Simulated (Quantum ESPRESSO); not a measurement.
Al₂InGaP₄ (made-up cell) (calculated)

All values are calculated (Quantum ESPRESSO 7.5). Calculation on a made-up crystal cell, not a measurement: periodic Kohn-Sham density functional theory in plane waves with PseudoDojo standard norm-conserving scalar-relativistic pseudopotentials, each functional with its own files (v0.5 for PBE, v0.4.1 for LDA and PBEsol), no spin polarisation, no spin-orbit coupling, atoms not relaxed, stress positive in tension, energies less a fixed whole-eV offset for each atom's element; levels are Kohn-Sham levels at fractions of this cell's reciprocal vectors, counted from the reference band (half the neutral cell's valence electrons, rounded up) at Gamma; error bars cover cutoff and k-mesh only, not smearing or the files; added strain carries the atoms with the cell, and shear is the tensor component; each bar is the largest change over components, and at least 0.002 eV, 0.002 eV per angstrom or 0.02 GPa; energies are for the whole cell, and the offsets were chosen from early runs and are not element reference energies.

Al₂InGaP₄ (made-up cell)

Unstrained structure:
```cif
# cell vector a (Å): 5.6798 0.0000 0.0000
# cell vector b (Å): 0.0000 5.6798 0.0000
# cell vector c (Å): 0.0000 0.0000 5.6798
data_Al2InGaP4
_symmetry_space_group_name_H-M 'P 1'
_symmetry_Int_Tables_number 1
_cell_length_a 5.6798
_cell_length_b 5.6798
_cell_length_c 5.6798
_cell_angle_alpha 90.000
_cell_angle_beta 90.000
_cell_angle_gamma 90.000
_cell_volume 183.23
loop_
_atom_site_label
_atom_site_type_symbol
_atom_site_fract_x
_atom_site_fract_y
_atom_site_fract_z
_atom_site_occupancy
Al1 Al 0.99780 0.99636 0.98301 1
Ga1 Ga 0.98512 0.49104 0.49752 1
In1 In 0.48218 0.02676 0.50533 1
Al2 Al 0.49310 0.51403 0.97551 1
P1 P 0.24480 0.25777 0.26971 1
P2 P 0.23179 0.74233 0.76705 1
P3 P 0.76408 0.25175 0.74364 1
P4 P 0.75163 0.76374 0.26603 1
```

It was run with lattice type zincblende/diamond, functional pbe, cutoff 1088 eV, fermi dirac smearing 0.025 eV, scf tolerance 1e-07 eV, electrons removed 0, added strain kind biaxial xx and yy, added strain 0.0159, k mesh 4 x 4 x 4, shifted by half a step and structure shown before the added strain of 0.0159.

Atoms:
```
atoms element  atom site  atom energy offset (eV)
           Al          1                      -64
           Ga          2                    -2080
           In          3                    -1808
           Al          4                      -64
            P          5                     -189
            P          6                     -189
            P          7                     -189
            P          8                     -189
```

To be estimated
1. Estimate the stress zz of Al₂InGaP₄ (made-up cell).

Answers
1. 2.53 GPa

Further results for Al₂InGaP₄ (made-up cell):

```
free energy less offsets : 0.3292 eV
smearing term minus ts   : 0 eV
scf iterations           : 10
pressure                 : -2.638 GPa
stress xx                : 2.403 GPa
stress yy                : 2.98 GPa
stress yz                : 1.165 GPa
stress xz                : -1.355 GPa
stress xy                : 1.873 GPa
error bar energy         : 0.006175 eV
error bar stress         : 0.02 GPa
error bar force          : 0.002 eV/Å
error bars from          : tighter rerun of a related cell
```

Forces:
```
site  x (eV/Å)  y (eV/Å)  z (eV/Å)
   1   -0.1509    0.2586     1.592
   2    0.3637    0.7958   -0.2277
   3    0.7288    -1.786    0.8031
   4    0.7771   -0.4746      1.63
   5    -1.304     1.316     -2.82
   6  -0.09235  -0.06091   -0.8364
   7   -0.3374    0.6439     1.272
   8   0.01553    -0.692    -1.414
```
